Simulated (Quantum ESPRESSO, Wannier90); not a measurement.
**Wannier functions of GaP (zinc blende)**

Materials Project entry mp-2490; symmetrised, unrelaxed at this level. COD (Crystallography Open Database) has an entry of this formula and space group (matched by these alone). Level: LDA, no spin polarisation, no spin-orbit coupling; pw.x of Quantum ESPRESSO at 64 Ry with PseudoDojo potentials, 10×10×10 k-points, Wannier90. Density: 10×10×10 mesh, cold smearing 0.01 Ry.

On the energy scale of pw.x, whose zero is arbitrary, the valence-band maximum lies at 7.35 eV.

Isolated groups of bands, relative to the valence-band maximum (bands from 10 on overlap up to the last one computed):

| bands | from (eV) | to (eV) | filling | weight on atomic waves |
|---|---|---|---|---|
| 1–5 | -14.82 | -14.58 | filled | Ga 3d 99 % |
| 6 | -12.51 | -9.42 | filled | P 3s 53 %, Ga 4p 25 %, Ga 4s 15 % |
| 7–9 | -6.85 | 0.00 | filled | P 3p 60 %, Ga 4p 23 %, Ga 4s 12 % |

Input w.win:

```
num_bands = 15
num_wann = 8
exclude_bands = 1-5
num_iter = 800
conv_tol = 1.0e-6
conv_window = 4
dis_num_iter = 1000
dis_conv_tol = 1.0e-6
dis_froz_max = 2.95
write_hr = true
write_u_matrices = true
begin projections
Ga: s;p
P: s;p
end projections
begin unit_cell_cart
ang
    0.0000000000    2.7258100000    2.7258100000
    2.7258100000    0.0000000000    2.7258100000
    2.7258100000    2.7258100000    0.0000000000
end unit_cell_cart
begin atoms_frac
Ga   0.0000000000  0.0000000000  0.0000000000
P   -0.2500000000 -0.2500000000 -0.2500000000
end atoms_frac
mp_grid = 10 10 10
begin kpoints
0.0000000000 0.0000000000 0.0000000000
0.0000000000 0.0000000000 0.1000000000
0.0000000000 0.0000000000 0.2000000000
... (997 more lines: the 10x10x10 mesh through Gamma)
end kpoints
```

The run ends without an error message, but its bands miss those of pw.x by 613 meV rms and 2.37 eV at worst (states up to 2.5 eV relative to the valence-band maximum).

Problem. What is the mistake?

Solution. Window typed relative to the reference level, not as an absolute energy. With that mended (8 functions from bands 6-20 of the 20 computed, start hydrogen-like Ga: s;p; P: s;p, frozen window up to 2.95 eV relative to the valence-band maximum, outer window open) the misfit is 8.0 meV rms.
